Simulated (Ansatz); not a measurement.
Ansatz input

```yaml
crystal:
  lattice:
    - [-1.5152866436, 1.5152866436, 1.5152866436]
    - [1.5152866436, -1.5152866436, 1.5152866436]
    - [1.5152866436, 1.5152866436, -1.5152866436]
  atoms:
    - { symbol: Rh, position: [0.0, 0.0, 0.0] }
hamiltonian:
  xc: pbesol
  pseudopotentials:
    kind: paw
    azcp:
      Rh: "pseudopotentials/Rh.paw.azcp"
basis:
  ecutwfc: 420
  fft_grid_basis: typed
kpoints:
  mp_grid: { grid: [24, 24, 24], shift: [0, 0, 0] }
magnetization:
  spin_polarized: false
scf:
  occupations: { method: fermi_dirac, width: 0.1 }
```

Output

```
Warning: the record states the generating functional pbe (its physics header spells it `PBE`), which answers neither for hamiltonian.xc's functional nor for the pbesol family's — results may be inconsistent (PPs are generated against a specific XC)
Engine: ansatz 0.2.0, x86_64-unknown-linux-gnu
Pseudopotentials: kind: paw
Pseudopotential: Rh, paw, valence charge 17, recommended cutoff 420 eV (normal) 
Functional definition: PBEsol
  exchange = pbesol_x
  correlation = pbesol_c
Crystal: 1 atoms, lattice volume = 13.917 Å³
Basis set: ecut = 420 eV, 249 PW (Γ)
Bands: 13, of which v1, the nominal top of the filled ones, is band 9 counted from 1 (8 counted from 0)
Symmetry: 48 space group operations
Space group: Im-3m (ITA 229), of the structure as read, at distance tolerance 2.4e-5 Å
k-points: 413 of 13824
Non-local potential: Rh, projectors of the file, l = 0: 3, l = 1: 2, l = 2: 2, l = 3: 1
PAW form: soft (Blöchl's): semilocal exchange-correlation on the pseudo side does not see the compensation charge
PAW frozen core: Rh, regenerated for the run's functional, and the local potential with it (the file was generated under x = pbe(κ = 0.804, μ = 0.2195149727645171), c = pbe(β = 0.06672455060314922))
PAW one-centre angular grid: Rh, 590 points (default); XC on 64 Gauss nodes
Initial density: superposition of atomic densities (neutral atoms: chi_scale 0, normalization atom), corrected by the library's trained network
Initial wavefunctions: pseudopotential atomic-orbital guess
Functional: x = pbesol(κ = 0.804, μ = 0.12345679012345678), c = pbesol(β = 0.046)
SCF iter   1: F=—  HF=-6338.397522 eV  |F-HF|=—  |Δ(HF+E_count)|=         —  Δρ=1.11e-2  dr2=1.14e-2  ethr=1.77e-3  ⟨swp⟩=4.9  Hψ=29212  notcnv=0
SCF iter   2: F=—  HF=-6338.394533 eV  |F-HF|=—  |Δ(HF+E_count)|=   2.99e-3  Δρ=4.19e-3  dr2=1.18e-3  ethr=6.72e-5  ⟨swp⟩=2.5  Hψ=11600  notcnv=0
SCF iter   3: F=—  HF=-6338.394208 eV  |F-HF|=—  |Δ(HF+E_count)|=   3.26e-4  Δρ=1.90e-3  dr2=9.08e-5  ethr=6.96e-6  ⟨swp⟩=2.4  Hψ=7959  notcnv=0
SCF iter   4: F=—  HF=-6338.394201 eV  |F-HF|=—  |Δ(HF+E_count)|=   6.15e-6  Δρ=1.10e-4  dr2=4.98e-7  ethr=5.34e-7  ⟨swp⟩=1.5  Hψ=6853  notcnv=0
iter 5 did not close the SCF: its close was put off for the readings that it lacked (scf_convergence_deferred on its scf_iter line)
SCF iter   5: F=-6338.394202 eV  HF=-6338.394202 eV  |F-HF|=1.64e-8  |Δ(HF+E_count)|=   2.95e-7  Δρ=2.32e-5  dr2=3.46e-8  ethr=2.93e-9  ⟨swp⟩=2.2  Hψ=7956  notcnv=0
SCF iter   6: F=-6338.394202 eV  HF=-6338.394202 eV  |F-HF|=5.39e-10  |Δ(HF+E_count)|=   3.30e-9  Δρ=4.48e-6  dr2=1.00e-9  ethr=2.03e-10  ⟨swp⟩=1.0  Hψ=14408  notcnv=0
SCF 1 converged in 6 iterations: F = -6338.394202 eV  dr2 = 1.00e-9
SCF converged after 6 iterations
Free energy (F): -6338.394202 eV
Harris-Foulkes:  -6338.394202 eV  (|F-HF|=5.39e-10)
Internal energy: -6338.320153 eV  (E = F + TS)
E sigma→0 (E₀):  -6338.357177 eV
Entropy (-TS):   -0.074049 eV (-74.049 meV/atom)
Fermi energy:    21.742497 eV
--- Per-component energies (eV) ---
  E_band       = -90.382689
  E_kinetic    = 573.705950
  E_local      = -1581.470547  (includes V_loc(G=0)·N_el)
  E_nonlocal   = 357.635553
  E_hartree    = 554.902659
  E_xc         = -220.366372
  E_vxc        = -277.637026  (∫ρ·V_xc dr)
  E_paw        = -3524.358183  (= ΣΔE_a)
  E_vpaw       = -272.423938  (= ΣTr[D̂ρ^β])
  E_aug_tail   = 0.000821  (compensation charges beyond the density's cutoff)
  E_ewald      = -2498.646234
  E_core_change = 0.276200  (= ΣΔE_core)
  E_smearing   = -0.074049  (= −TS)
  E_closure    = 0.000000  (closes the sum)
  Σ components = -6338.394202   (vs F -6338.394202, Δ=0.00e0)
```
